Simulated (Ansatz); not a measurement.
MoP:
```
MoP
1.0
    3.20677     0.00000     0.00000
   -1.60338     2.77714     0.00000
    0.00000     0.00000     3.17361
Mo P
1 1
Direct
  0.00000   0.00000   0.00000
  0.33333   0.66667   0.50000
```

Relaxed with PBEsol. Special points in fractions of this cell's reciprocal vectors: Γ (0.000, 0.000, 0.000); M (0.500, 0.000, 0.000); K (0.333, 0.333, 0.000); A (0.000, 0.000, 0.500); L (0.500, 0.000, 0.500); H (0.333, 0.333, 0.500).

List the band energies nearest the Fermi level at these points for DFT-PBEsol with spin–orbit coupling in the program Ansatz with PAW potentials.

In eV from the Fermi level; about four levels below and three above (degenerate sets whole), none deeper than 8.9 eV; points with the same levels are listed once.

```tsv
k	below	above
Γ	-3.39 -3.39 -0.74 -0.74	0.19 0.19 0.28 0.28
M	-1.31 -1.31 -0.49 -0.49	1.69 1.69 2.38 2.38
K	-1.66 -1.58 -0.20 -0.05	0.61 0.63 0.68
A	-1.86 -1.86 -1.72 -1.72	1.32 1.32 2.89 2.89
L	-4.55 -4.55 -1.14 -1.14	1.41 1.41 1.83 1.83
H	-3.32 -3.30 -1.45 -1.41	1.51 1.52 3.33
```

Space group P-6m2. The cell was relaxed with PBEsol under the symmetry of its start; of distortions, only those at the zone centre were tested. No spin polarisation was allowed.

Potentials: the earlier of the program's two PAW sets.
